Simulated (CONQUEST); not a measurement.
Worked example: self-consistent single point of Ag (P6_3/mmc, 8 atoms in the cell; from Materials Project mp-8566, changed as shown) in CONQUEST.

Level of theory: LDA (PW92), numerical atomic orbitals double-zeta with polarisation (the shipped basis), PseudoDojo norm-conserving potentials made for LDA in CONQUEST 1.3.

The change in words: lattice scaled by 0.98. Reference geometry (P6_3/mmc):
```yaml
crystal:
  lattice:
    - [2.94315, 0.00000, 0.00000]
    - [0.00000, 5.09769, 0.00000]
    - [0.00000, 0.00000, 9.56781]
  atoms:
    - { symbol: Ag, position: [0.00000, 0.00000, 0.00000] }
    - { symbol: Ag, position: [0.00000, 0.00000, 0.50000] }
    - { symbol: Ag, position: [0.00000, 0.33333, 0.25000] }
    - { symbol: Ag, position: [0.50000, 0.16667, 0.75000] }
    - { symbol: Ag, position: [0.50000, 0.50000, 0.00000] }
    - { symbol: Ag, position: [0.50000, 0.50000, 0.50000] }
    - { symbol: Ag, position: [0.50000, 0.83333, 0.25000] }
    - { symbol: Ag, position: [0.00000, 0.66667, 0.75000] }
```

Reference input (self-consistent single point, DFT, LDA (PW92), numerical atomic orbitals double-zeta with polarisation (the shipped basis), PseudoDojo norm-conserving potentials made for LDA): basis = DZP; Diag.MPMeshX, Y, Z = 6 4 2; potentials = PseudoDojo norm-conserving LDA; Grid.GridCutoff = 175 Ha; DM.SolutionMethod = diagon; Diag.kT = 0.003675 Ha; Diag.GammaCentred = true; minE.SCTolerance = 1.0e-06; SC.MaxIters = 100; SC.LinearMixingFactor = 0.5; SC.KerkerPreCondition = true; SC.KerkerFactor = 0.1 1/bohr. This run's input differs from it in these lines:

```diff
@@ -29,5 +29,5 @@
 # file: Ag.in
-     5.561751223      0.000000000      0.000000000
-     0.000000000      9.633236079      0.000000000
-     0.000000000      0.000000000     18.080542402
+     5.450516274      0.000000000      0.000000000
+     0.000000000      9.440570941      0.000000000
+     0.000000000      0.000000000     17.718931970
 8
```

The program printed (abridged):

```
    new_SC_potl: Starting.  Tolerance:  0.10000E-05

    PulayMixSC: Starting Pulay mixing, A_up =  0.500 A_dn =  0.500
    PulayMixSC: Spin non-polarised calculation.
    PulayMixSC: with Kerker preconditioning, q0 =  0.100
          Harris-Foulkes Energy            :     -1239.932634187858412 Ha
          GroundState Energy (E-(1/2)TS)   :     -1239.933968225782110 Ha
          Free Energy (E-TS)               :     -1239.935302263705807 Ha
          DFT Total Energy                 :     -1239.682828768311992 Ha
          Total number of electrons        :       151.999999999996220
   [... lines left out ...]
          Total number of electrons        :       152.000123200521415
    PulayMixSC: Pulay iteration     4 residual:              0.59304E-05
          Harris-Foulkes Energy            :     -1239.825470647057273 Ha
          GroundState Energy (E-(1/2)TS)   :     -1239.826683781050406 Ha
          Free Energy (E-TS)               :     -1239.827896915043539 Ha
          DFT Total Energy                 :     -1239.825470643162134 Ha
          Total number of electrons        :       152.000123829323570
    PulayMixSC: Pulay iteration     5 residual:              0.31134E-06
    PulayMixSC: Reached SCF tolerance of  0.31134E-06 after      5 iterations
      | Number of electrons      =       152.000124
      |* band energy as 2Tr[K.H] =      -192.137108194820883 Ha
      |  screened ion-ion energy =     -1026.244371630300066 Ha
      |  Ha correction           =         7.924347739291521 Ha
      |  XC correction           =       -29.368329551001583 Ha
      | GS Energy as E-(1/2)TS   =     -1239.826683781050406 Ha
      | Free Energy as E-TS      =     -1239.827896915043539 Ha
      |* Harris-Foulkes energy   =     -1239.825470647057273 Ha
      |* DFT total energy        =     -1239.825470643162134 Ha
      |  estimated accuracy      =        -0.000000003895138 Ha

    force: Forces on atoms (Ha/a0)
    force:  Atom   X              Y              Z
   [... lines left out ...]
    force: Maximum force :        0.00065099(Ha/a0) on atom         4 in x direction
   [... lines left out ...]
    force: Force Residual:        0.00046039 Ha/a0
    force: Total stress:          3.33094296     0.00000000     0.00000000 GPa
                             0.00000000     7.32853395     0.00000000
                             0.00000000     0.00000000     5.39539289
    force: Average pressure:     -5.35162327 GPa

    force: Finished force
    get_E_and_F: Change in energy during last step of electronic optimisation:  0.19302E-07
```

The run converged in 5 iterations. CONQUEST prints the stress tensor with tension positive. Against the reference run the free energy goes down by 53.1 meV/atom and the pressure goes from -10.38 to -5.35 GPa.

The program uses no crystal symmetry, so grid and mesh can part values that symmetry would make equal. The atom-centred basis is finite, which shifts total energies and pressures against plane waves. The structure comes from a collection of computed structures, made at another level of theory; the collection holds predicted forms beside known ones. Its lattice was then scaled. No clean gap shows at this smearing width and mesh (spacing up to 0.36 Å⁻¹); the mesh is coarse for partly filled bands, so the values carry mesh errors.

Cost on one core: roughly 100 core-seconds.
